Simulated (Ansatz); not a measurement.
Zn3P4W:
```cif
data_P8W2Zn6
_chemical_formula_sum 'Zn6 W2 P8'
_space_group_name_H-M_alt 'Pmn21'
_space_group_IT_number 31
_space_group_name_Hall 'P 2ac -2'
_cell_length_a 7.70089
_cell_length_b 6.66387
_cell_length_c 6.36504
_cell_angle_alpha 90.000
_cell_angle_beta 90.000
_cell_angle_gamma 90.000
loop_
_atom_site_label
_atom_site_type_symbol
_atom_site_symmetry_multiplicity
_atom_site_Wyckoff_symbol
_atom_site_fract_x
_atom_site_fract_y
_atom_site_fract_z
_atom_site_occupancy
Zn1 Zn 4 b 0.24857 0.17000 0.23484 1
Zn2 Zn 2 a 0.00000 0.34140 0.73149 1
W1 W 2 a 0.00000 0.67107 0.22663 1
P1 P 4 b 0.25366 0.16773 0.60939 1
P2 P 2 a 0.00000 0.34691 0.10739 1
P3 P 2 a 0.50000 0.32632 0.08528 1
```

Relaxed at zero pressure with r²SCAN (plane waves, PAW; program Ansatz).

**Question.** The volume is lowered by 6 % and shape and atoms relax at that volume. What pressure results, and how do the axes share the change?

**Answer.** 5.6 GPa; a -2.2 %, b -2.2 %, c -1.7 %; the energy rises by 20 meV/atom.

**Question.** Give the new structure.

**Answer.** 
Space group Pmn2₁ (No. 31); a = 7.5277 Å, b = 6.5189 Å, c = 6.2569 Å, α = β = γ = 90.00°

```json
[
 {"atom": "Zn", "site": "4b", "symmetry": "1", "x": "0.2487", "y": "0.1710", "z": "0.2367"},
 {"atom": "Zn", "site": "2a", "symmetry": "m..", "x": "0.0000", "y": "0.3420", "z": "0.7321"},
 {"atom": "W", "site": "2a", "symmetry": "m..", "x": "0.0000", "y": "0.6712", "z": "0.2253"},
 {"atom": "P", "site": "4b", "symmetry": "1", "x": "0.2503", "y": "0.1650", "z": "0.6084"},
 {"atom": "P", "site": "2a", "symmetry": "m..", "x": "0.0000", "y": "0.3429", "z": "0.1049"},
 {"atom": "P", "site": "2a", "symmetry": "m..", "x": "0.5000", "y": "0.3262", "z": "0.0869"}
]
```

The phase is kept; no other phase was compared at this pressure.

Space group Pmn2_1. The start of the workflow was typed in or built on a structure type; neither database checked (COD, Materials Project) lists it. Whether it is the stable phase at ambient conditions was not checked. Symmetry was held in the r²SCAN relaxation; its stability against distortions is not shown here. The run is not spin-polarised. Scalar-relativistic: spin–orbit coupling is off unless named, which matters more the heavier the elements.

Potentials: the later of the program's two PAW sets.
